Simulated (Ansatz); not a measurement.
Pd (fcc (Cu type), Fm-3m) at seven volumes, DFT-PBE+D3(BJ) in the program Ansatz with PAW potentials, scaled uniformly. One row is withheld.

| V (Å³/atom) | P (GPa) |
|---|---|
| 13.386 | 23.61 |
| 13.827 | 14.19 |
| 14.269 | ? |
| 14.710 | 0.00 |
| 15.151 | -5.28 |
| 15.592 | -9.61 |
| 16.034 | -13.16 |

Problem. Fit the shown pressures and predict the withheld one.

Solution. P = (3/2)B₀(x^(7/2) − x^(5/2))[1 + (3/4)(B′ − 4)(x − 1)] with x = (V₀/V)^(2/3). Least squares on the six rows gives V₀ = 14.710 Å³/atom, B₀ = 193 GPa, B′ = 5.48. At V = 14.269, x = 1.0205 and P = 6.39 GPa. The run itself gave 6.41 GPa.

Symmetry was held in the PBE+D3(BJ) relaxation. No spin polarisation was allowed. The pairwise dispersion correction was not fitted to metals.

Potentials: the later of the program's two PAW sets.
